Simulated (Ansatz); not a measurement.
**Equation of state of ScCu**

A database entry relaxed whole under r2SCAN (Pm-3m):

```
Sc Cu
1.0
     3.24024    0.00000    0.00000
     0.00000    3.24024    0.00000
     0.00000    0.00000    3.24024
Sc Cu
1 1
Direct
  0.50000 0.50000 0.50000
  0.00000 0.00000 0.00000
```

The cell was scaled uniformly, its shape held, and the atoms relaxed at each volume with plane-wave PAW DFT (Ansatz 0.2.0; r2SCAN, 500 eV, 10×10×10 Γ-centred mesh, fermi-dirac occupations of width 0.100 eV; no spin, no spin-orbit coupling). One row is withheld.

```csv
volume (Å³/atom),energy over the lowest (meV/atom),pressure (GPa)
15.989,19.9,6.68
16.330,8.4,4.21
16.670,2.0,1.98
17.010,0.0,-0.03
17.350,2.1,-1.84
17.690,?,?
18.031,16.9,-4.95
```

Problem. Fit the pressures of the other rows to the third-order Birch-Murnaghan form.

Solution. With f = [(V₀/V)^(2/3) − 1]/2 and P = 3B₀f(1 + 2f)^(5/2)[1 + 3(B₀′ − 4)f/2], least squares gives V₀ = 17.00 Å³ an atom, B₀ = 95.4 GPa and B₀′ = 4.2; the rows miss the fit by less than 0.01 GPa. The slope of the energies differs from these pressures by 0.05 GPa, since they are taken to zero smearing while pressures follow the free energy.

Problem. What does the withheld row hold?

Solution. The fit gives -3.47 GPa at 17.690 Å³; the run gave -3.47 GPa and 7.9 meV an atom.

Caveats: the shape of the cell was held; 0 K, fixed nuclei; the symmetry was kept, and this need not be the phase that is stable at 0 K; one mesh for all volumes; pressure is positive in compression.
